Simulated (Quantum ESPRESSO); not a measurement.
Si5Ge2 (made-up cell, one site empty) (calculated)

Computed with Quantum ESPRESSO 7.5. Calculation on a made-up crystal cell, not a measurement: periodic Kohn-Sham density functional theory in plane waves with PseudoDojo standard norm-conserving scalar-relativistic pseudopotentials, each functional with its own files (v0.5 for PBE, v0.4.1 for LDA and PBEsol), no spin polarisation, no spin-orbit coupling, atoms not relaxed, stress positive in tension, energies less a fixed whole-eV offset for each atom's element; levels are Kohn-Sham levels at fractions of this cell's reciprocal vectors, counted from the reference band (half the neutral cell's valence electrons, rounded up) at Gamma; error bars cover cutoff and k-mesh only, not smearing or the files; added strain carries the atoms with the cell, and shear is the tensor component; each bar is the largest change over components, and at least 0.002 eV, 0.002 eV per angstrom or 0.02 GPa; energies are for the whole cell, and the offsets were chosen from early runs and are not element reference energies.

Common to all runs: lattice type zincblende/diamond; empty site 4; functional pbe; cutoff 1061 eV; fermi dirac smearing 0.1 eV; scf tolerance 1e-07 eV; electrons removed 0; added strain kind uniform; k mesh 6 x 6 x 6, shifted by half a step.

(1) Si5Ge2 (made-up cell, one site empty)

Unstrained structure:
```
CELL_PARAMETERS angstrom
5.49940 -0.01900 0.07700
-0.01900 5.60520 -0.02370
0.07700 -0.02370 5.44610
ATOMIC_POSITIONS crystal
Si 0.97988 0.98701 0.99378
Si 0.98792 0.53322 0.52154
Ge 0.47452 0.02928 0.50591
Si 0.24828 0.23799 0.22227
Si 0.25210 0.75106 0.77782
Ge 0.76069 0.21957 0.72010
Si 0.75170 0.77327 0.24248
```

| Quantity | Value |
| --- | --- |
| added strain | -0.0117 |
| structure shown | before the added strain of -0.0117 |
| free energy less offsets | 2.044 eV |
| smearing term minus ts | -0.07625 eV |
| scf iterations | 11 |
| pressure | 2.521 GPa |
| stress xx | -3.638 GPa |
| stress yy | -2.101 GPa |
| stress zz | -1.825 GPa |
| stress yz | 1.145 GPa |
| stress xz | -1.167 GPa |
| stress xy | -2.808 GPa |
| fermi level | -0.2892 eV |
| reference band | 24 |
| error bar energy | 0.004475 eV |
| error bar stress | 0.02193 GPa |
| error bar force | 0.005015 eV/Å |
| error bar next band up | 0.002 eV |
| error bar fermi level | 0.004746 eV |
| error bars from | tighter rerun of a related cell |

Atoms:
| atoms element | atom site | atom energy offset (eV) |
| --- | --- | --- |
| Si | 1 | -115 |
| Si | 2 | -115 |
| Ge | 3 | -2430 |
| Si | 5 | -115 |
| Si | 6 | -115 |
| Ge | 7 | -2430 |
| Si | 8 | -115 |

Forces:
| site | x (eV/Å) | y (eV/Å) | z (eV/Å) |
| --- | --- | --- | --- |
| 1 | 1.349 | 1.212 | -0.362 |
| 2 | 0.5976 | -0.5908 | -1.437 |
| 3 | -1.169 | -2.17 | -1.14 |
| 5 | -1.067 | 1.845 | 0.05124 |
| 6 | 0.7298 | -0.7413 | -0.1171 |
| 7 | 1.158 | 1.821 | 1.132 |
| 8 | -1.598 | -1.377 | 1.872 |

Levels:
| level k point | next band up (eV) |
| --- | --- |
| Gamma | 0.267 |
| (1/2,1/2,1/2) | 0.6665 |
| (0.15,0,0) | 0.4014 |
| (0,0.15,0) | 0.3636 |
| (0,0,0.15) | 0.5 |

(2) Si5Ge2 (made-up cell, one site empty)

Structure as in entry 1.

| Item | Value |
| --- | --- |
| added strain | 0.0023 |
| structure shown | before the added strain of 0.0023 |
| free energy less offsets | 1.996 eV |
| smearing term minus ts | -0.07918 eV |
| scf iterations | 11 |
| pressure | -0.1935 GPa |
| stress xx | -0.7953 GPa |
| stress yy | 0.511 GPa |
| stress zz | 0.8646 GPa |
| stress yz | 0.8393 GPa |
| stress xz | -0.8733 GPa |
| stress xy | -2.334 GPa |
| fermi level | -0.2455 eV |
| reference band | 24 |
| error bar energy | 0.004475 eV |
| error bar stress | 0.02193 GPa |
| error bar force | 0.005015 eV/Å |
| error bar next band up | 0.002 eV |
| error bar fermi level | 0.004746 eV |
| error bars from | tighter rerun of a related cell |

Atoms:
| atoms element | atom site | atom energy offset (eV) |
| --- | --- | --- |
| Si | 1 | -115 |
| Si | 2 | -115 |
| Ge | 3 | -2430 |
| Si | 5 | -115 |
| Si | 6 | -115 |
| Ge | 7 | -2430 |
| Si | 8 | -115 |

Forces:
| site | x (eV/Å) | y (eV/Å) | z (eV/Å) |
| --- | --- | --- | --- |
| 1 | 1.274 | 1.034 | -0.3066 |
| 2 | 0.5616 | -0.5546 | -1.322 |
| 3 | -1.015 | -2.008 | -1.061 |
| 5 | -1.063 | 1.583 | 0.1576 |
| 6 | 0.4742 | -0.5485 | -0.1969 |
| 7 | 1.098 | 1.596 | 0.9547 |
| 8 | -1.33 | -1.102 | 1.774 |

Levels:
| level k point | next band up (eV) |
| --- | --- |
| Gamma | 0.3256 |
| (1/2,1/2,1/2) | 0.6208 |
| (0.15,0,0) | 0.4101 |
| (0,0.15,0) | 0.3841 |
| (0,0,0.15) | 0.512 |
